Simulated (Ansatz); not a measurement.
Here is the system:

AlRh:
```
AlRh
1.0
    2.97153     0.00000     0.00000
    0.00000     2.97153     0.00000
    0.00000     0.00000     2.97153
Al Rh
1 1
Direct
  0.50000   0.50000   0.50000
  0.00000   0.00000   0.00000
```

This is the PBEsol-relaxed structure.

Task: All from DFT-PBEsol in the program Ansatz with PAW potentials, unless another level is named. Give the density of states at the Fermi level.

Result: 0.22 states/eV per atom (mean over ±0.08 eV).

Task: Next, the formation energy from the elements (no fitted shifts)?

Result: -1.09 eV/atom.

Space group Pm-3m (CsCl type). A made-up cell: these elements were put on the sites of a structure type; the Crystallography Open Database copy checked does not list it. Whether it is the stable phase at ambient conditions was not checked. Symmetry was held in the PBEsol relaxation; its stability against distortions is not shown here. The run is not spin-polarised. The references are the lowest solids computed at this level, not always the standard phases. Scalar-relativistic: spin–orbit coupling is off unless named, which matters more the heavier the elements.

Potentials: the earlier of the program's two PAW sets. The files were generated under PBE; for other functionals the program regenerates the frozen cores, and for LDA and PBEsol the local potential too.
